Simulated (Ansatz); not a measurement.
**Ansatz run, AgS**

Input file of Ansatz 0.2.0:

```yaml
crystal:
  lattice:
    - [-3.618869, 3.618869, 3.160584]
    - [3.618869, -3.618869, 3.160584]
    - [3.618869, 3.618869, -3.160584]
  atoms:
    - { symbol: Ag, position: [0.75, 0.25, 0.5] }
    - { symbol: Ag, position: [0.25, 0.75, 0.5] }
    - { symbol: Ag, position: [0.25, 0.25, 0.0] }
    - { symbol: Ag, position: [0.75, 0.75, 0.0] }
    - { symbol: S, position: [0.679, 0.179, 0.858] }
    - { symbol: S, position: [0.179, 0.321, 0.5] }
    - { symbol: S, position: [0.321, 0.821, 0.142] }
    - { symbol: S, position: [0.821, 0.679, 0.5] }
  symmetry: { tolerance: 0.0003 }
kpoints:
  mp_grid: { grid: [6, 6, 6], shift: [0, 0, 0] }
  band_path:
    path:
      - [0.0, 0.0, 0.0]
      - [0.0, 0.0, 0.5]
      - [-0.5, 0.5, 0.5]
      - [0.0, 0.0, 0.0]
      - [0.44069046, 0.44069046, -0.44069046]
      - [-0.44069046, 0.55930954, 0.44069046]
      - [-0.5, 0.5, 0.5]
      - [0.0, 0.0, 0.5]
      - [0.25, 0.25, 0.25]
      - [0.0, 0.5, 0.0]
      - [0.0, 0.0, 0.0]
    npoints: 6
magnetization:
  spin_polarized: false
scf:
  occupations: { method: cold, width: 0.0413 }
  lower_state_search: "off"
  max_iter: 200
hamiltonian:
  pseudopotentials: { kind: paw }
  xc: r2scan
basis:
  ecutwfc: 500
  fft_grid_basis: typed
output:
  forces: true
  stress: true
  eigenvalues: true
  bader: true
  populations: true
  elf: true
  write_potential: true
  volumetric_format: npy
  dos:
    e_range: [-12, 8]
    de: 0.05
    projected: { site_lists: { Ag: [Ag], S: [S] } }
checkpoint:
  read: saved_state
```

The run starts from an earlier solution of this cell. 

Excerpt of what it printed:

```
Pseudopotentials: kind: paw
Pseudopotential: Ag, paw, valence charge 19, recommended cutoff 500 eV (meta_gga), Ag.paw.azcp
Pseudopotential: S, paw, valence charge 6, recommended cutoff 500 eV (meta_gga), S.paw.azcp
Functional definition: r2SCAN
  exchange = r2scan_x(k0 = k0, k1 = k1, a1 = a1)
  correlation = r2scan_c
Crystal: 8 atoms, lattice volume = 165.567 Å³
Basis set: ecut = 500 eV, 4191 PW (Γ), exchange–correlation on 180×180×180 points (64 copies of the dense FFT grid, shifted against one another)
Bands: 60, of which v1, the nominal top of the filled ones, is band 50 counted from 1 (49 counted from 0)
Symmetry: 16 space group operations
Space group: I4/mcm (ITA 140), of the structure as read, at distance tolerance 1.6e-3 Å
k-points: 30 of 216
Initial density: read from a saved state, or passed on in memory by an earlier SCF of this step, an earlier step, the calling program or the single point that the run made first
Functional: x = r2scan, c = r2scan; τ floored in thin density (d = 2e-4 eV/Å³)
Free energy (F): -34035.6512 eV
Harris-Foulkes:  -34035.6512 eV  (|F-HF|=2.04e-9)
Internal energy: -34035.6508 eV  (E = F + TS)
E sigma→0 (E₀):  -34035.6511 eV
Entropy (-TS):   -0.0004 eV (-0.052 meV/atom)
Fermi energy:    8.7503 eV
Step filling:    the computed levels leave a gap of 0.0106 eV = 0.3 smearing widths at the electron count; against every level under it full and every level over it empty, smearing changes F+E_penalty+E_count by +0.514 meV and its σ→0 estimate by +0.654 meV
--- Per-component energies (eV) ---
  E_band       = -1522.9382
  E_kinetic    = 2524.0047
  E_local      = -12837.0413  (includes V_loc(G=0)·N_el)
  E_nonlocal   = 446.3231
  E_hartree    = 5699.0915
  E_xc         = -1069.8141
  E_vxc        = -1414.2092  (∫ρ·V_xc dr)
  E_paw        = -18130.2360  (= ΣΔE_a)
  E_vpaw       = -1733.0489  (= ΣTr[D̂ρ^β])
  E_aug_tail   = 0.0002  (compensation charges beyond the density's cutoff)
  E_vtau       = 92.8482  (kinetic-family band-sum trace: ∫τ·v_τ [+ j·A + Jᵃ·Aᵃ] dr)
  E_ewald      = -10665.5026
  E_core_change = -2.4763  (= ΣΔE_core)
  E_smearing   = -0.0004  (= −TS)
--- Forces (eV/Å), atoms counted from 1 ---
  atom   1  Ag     0.0000     0.0000     0.0000
  atom   2  Ag     0.0000     0.0000     0.0000
  atom   3  Ag     0.0000     0.0000     0.0000
  atom   4  Ag     0.0000     0.0000     0.0000
  atom   5  S      0.3915     0.3915     0.0000
  atom   6  S     -0.3915     0.3915     0.0000
  atom   7  S     -0.3915    -0.3915     0.0000
  atom   8  S      0.3915    -0.3915     0.0000
--- Stress (GPa, compression-positive) ---
       -2.6168       0.0000       0.0000
        0.0000      -2.6168       0.0000
        0.0000       0.0000      -0.6239
  P = ⅓ Tr σ = -1.9525 GPa (-19.525 kbar)
```

Total energies depend on the potentials used, so only differences within one code and one set of settings carry meaning.

Origin: a known structure type with other elements, at an estimated volume, so it need not be a known compound. Caveats: many states at the Fermi level without spin polarisation, so a magnetic state may lie lower.
